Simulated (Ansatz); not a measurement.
A geometry of Pt away from equilibrium: the start of the relaxation of a relaxed Pt cell displaced along its unstable phonon at q = (½, ½, 0) of its primitive reciprocal cell (35i cm⁻¹), largest move 0.15 Å. All values below come from PBEsol (plane waves to 420 eV, PAW, scalar-relativistic; Ansatz, an electronic-structure program). Γ-centred k-mesh 12×12×12 on the run's cell (coarser than for final values), Fermi–Dirac smearing 0.05 eV.

```xyz
2
Lattice="5.1744 0.0000 0.0000 2.5872 2.5872 0.0000 0.0000 0.0000 2.5872" Properties=species:S:1:pos:R:3:forces:R:3 pbc="T T T" free_energy=-24766.612 pressure_GPa=-1.6
Pt     0.0000     0.0000     0.1500    0.0000    0.0000    0.2930
Pt     2.5872     0.0000    -0.1500    0.0000    0.0000   -0.2930
```

Positions in Å, forces in eV/Å, free energy of the cell in eV (comparable only within this code, potentials and settings). Largest force: 0.29 eV/Å, on Pt1, Pt2 (atoms numbered as listed); the geometry lies 0.51 eV/atom above the end of its relaxation.

No spin polarisation in the result.

The run could not lose the symmetry of its start: the end is stationary, and may be a saddle point rather than a minimum.

The end of the path is a generated cell of Pt: the first start was made by placing the elements on the sites of a structure type, and the end was not matched to a known phase here, so it may be hypothetical. Known forms of Pt include space group No. 225.
